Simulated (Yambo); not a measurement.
Yambo run on CsO (space group Immm, No. 71). The wavefunctions are LDA (Quantum ESPRESSO, PseudoDojo norm-conserving, 84 Ry, without SOC) ones on a 4×4×4 mesh (15 occupied bands); a = b = c = 5.2247 Å, α = 132.81°, β = 107.16°, γ = 91.46°.

Yambo input:

```
rim_cut
gw0
dyson
el_el_corr
HF_and_locXC
ppa
em1d
RandQpts= 1000000
RandGvec= 1 Ry
EXXRLvcs= 84 Ry
VXCRLvcs= 336 Ry
Chimod= "HARTREE"
% BndsRnXp
 1 | 86 |
%
NGsBlkXp= 5 Ry
% LongDrXp
 1.0 | 1.0 | 1.0 |
%
PPAPntXp= 27.2114 eV
% GbndRnge
 1 | 86 |
%
GTermKind= "BG"
DysSolver= "n"
ExtendOut
% QPkrange
 1 | 1 | 15 | 16 |
 18 | 18 | 16 | 16 |
%
```

k points by index: 1 = Γ, 18 = (-0.5, -0.5, -0.5).

The o-*.qp file then holds:

```
#    K-point    Band    Eo [eV]    E [eV]    E-Eo [eV]    Vxc [eV]    Vnlxc [eV]    Sc|Eo [eV]    Sc|E [eV]    dSc/dw|Eo [eV]    Re(Z)    Im(Z)
#
    1    15    0.000000    -0.783073    -0.783073    -19.67031    -25.16120    4.487211    4.707822    -7.664630    0.780229    -0.001439
    1    16    1.834492    2.692024    0.857531    -7.963165    -3.584137    -3.382409    -3.521497    -4.413058    0.860453    -0.967478E-3
    18    16    1.793685    2.665805    0.872120    -7.768357    -3.469628    -3.286251    -3.426609    -4.378866    0.861384    -0.961924E-3
```
(The two width columns are left out.) Convergence of these settings isn't established.

Geometry relaxed with LDA.

The structure is a Materials Project entry; no match was found in the copy of COD used, and its stability was not checked.
